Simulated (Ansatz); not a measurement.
NbAs:
```
CELL_PARAMETERS angstrom
     -1.73657     1.73657     5.87480
      1.73657    -1.73657     5.87480
      1.73657     1.73657    -5.87480
ATOMIC_POSITIONS crystal
  Nb 0.99939 0.99939 0.00000
  Nb 0.74939 0.24939 0.50000
  As 0.41761 0.41761 0.00000
  As 0.16761 0.66761 0.50000
```

Relaxed with PBE. Special points in fractions of this cell's reciprocal vectors: Γ (0.000, 0.000, 0.000); X (0.000, 0.000, 0.500); P (0.250, 0.250, 0.250); N (0.000, 0.500, 0.000); M (0.500, 0.500, -0.500); S (0.272, 0.728, -0.272); S0 (-0.272, 0.272, 0.272); R (-0.044, 0.044, 0.500); G (0.500, 0.500, -0.044).

### Question
List the band energies nearest the Fermi level at these points for PBE in the plane-wave PAW code Ansatz.

### Answer
In eV from the Fermi level; about four levels below and three above (degenerate sets whole), none deeper than 8.9 eV; points with the same levels are listed once.

```csv
k,below,above
Γ,-2.00 -1.64 -1.36 -1.36,0.68 1.23 2.39
X,-2.76 -2.76 -0.59 -0.59,2.35 2.35 2.61 2.61
P,-2.79 -2.79 -0.57 -0.57,2.37 2.37 2.57 2.57
N,-2.22 -1.78 -1.35 -0.08,0.06 1.17 2.07
M,-2.44 -2.44 -0.55 -0.55,0.94 0.94 1.90 1.90
S,-2.20 -2.05 -1.37 -0.13,0.18 1.42 1.96
R,-2.74 -2.74 -0.63 -0.63,2.24 2.24 2.62 2.62
```

Space group I4_1md. The cell was relaxed with PBE under the symmetry of its start. The run is not spin-polarised. A small band overlap can be real or an error of a semilocal functional. The Fermi level of a semimetal is unsure by some 0.05 eV on such meshes. Scalar-relativistic: spin–orbit coupling is off unless named, which matters more the heavier the elements.

Potentials: the earlier of the program's two PAW sets.
